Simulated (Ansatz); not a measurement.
Relaxed-ion elastic tensor of TiN (rock salt, space group No. 225) in GPa (Voigt order), DFT-r²SCAN in the program Ansatz with PAW potentials; density 5.42 g/cm³, 9.48 Å³ per atom.

|  | 1 | 2 | 3 | 4 | 5 | 6 |
|---|---|---|---|---|---|---|
| 1 | 615 | 136 | 136 | 0.0 | 0.0 | 0.0 |
| 2 | 136 | 615 | 136 | 0.0 | 0.0 | 0.0 |
| 3 | 136 | 136 | 615 | 0.0 | 0.0 | 0.0 |
| 4 | 0.0 | 0.0 | 0.0 | 179 | 0.0 | 0.0 |
| 5 | 0.0 | 0.0 | 0.0 | 0.0 | 179 | 0.0 |
| 6 | 0.0 | 0.0 | 0.0 | 0.0 | 0.0 | 179 |

Q: Is the crystal mechanically stable?

A: Yes: the smallest eigenvalue of C is 179 GPa.

Q: Work out the Voigt, Reuss and Hill averages.

A: K_V = 296, K_R = 296, K_H = 296; G_V = 204, G_R = 199, G_H = 202 GPa.

Q: Give Young's modulus, Poisson's ratio, Pugh's ratio and the universal anisotropy index.

A: E = 9KG/(3K + G) = 493 GPa; ν = 0.22; K/G = 1.47 (brittle by the Pugh limit of 1.75); A_U = 5G_V/G_R + K_V/K_R − 6 = 0.10.

Q: Estimate the sound speeds and the Debye temperature.

A: v_l = √((K + 4G/3)/ρ) = 10200 m/s, v_t = √(G/ρ) = 6100 m/s, mean 6750 m/s; Θ = (h/k)(3n/4πV)^(1/3) v_m = 949 K.

Q: Give the Zener ratio and Young's modulus along [100], [110] and [111].

A: A = 2C44/(C11 − C12) = 0.75; 1/E = S11 − 2(S11 − S12 − S44/2)Γ with Γ = 0, 1/4, 1/3 gives 566, 472, 448 GPa.

Q: Solve the Christoffel equation for the three sound speeds along [100], [110], [111].

A: Eigenvalues of C_ijkl n_j n_l equal ρv². In km/s, slowest first: [100] 5.75, 5.75, 10.66; [110] 5.75, 6.65, 10.12; [111] 6.37, 6.37, 9.94.

Space group Fm-3m (rock salt). Symmetry was held in the r²SCAN relaxation; of distortions, only those at the zone centre were tested. The run is not spin-polarised. With an odd number of electrons in the cell and no spin polarisation, the count alone makes it a metal. As this level gives no gap, shear constants depend on the k-mesh and smearing (Fermi–Dirac, 0.1 eV here).

Potentials: the earlier of the program's two PAW sets.
